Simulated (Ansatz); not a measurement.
Given:

MgS:
```
CELL_PARAMETERS angstrom
      0.00000     2.61486     2.61486
      2.61486     0.00000     2.61486
      2.61486     2.61486     0.00000
ATOMIC_POSITIONS crystal
  Mg 0.50000 0.50000 0.50000
  S  0.00000 0.00000 0.00000
```

This is the PBE-relaxed structure.

All from PBE (plane waves, PAW; program Ansatz), unless another level is named. Estimate the hole effective mass, band 1 of 3 at the edge.

0.97 along [100], 9.8 along [110], 2.4 along [111] (mₑ).

Next, the hole effective mass, band 3 of 3 at the edge?

0.25 along [100], 0.20 along [110], 0.19 along [111] (mₑ).

Next, the formation energy from the elements (no fitted shifts)?

-1.44 eV/atom.

Give the smallest direct gap on the standard path.

3.60 eV.

Next, the valence-band maximum?

at Γ.

Predict the weight of the conduction-edge state by species (Voronoi cells).

Mg 69 %, S 31 %.

Space group Fm-3m (rock salt). Symmetry was held in the PBE relaxation. The references are the lowest solids computed at this level, not always the standard phases.

Potentials: the later of the program's two PAW sets.
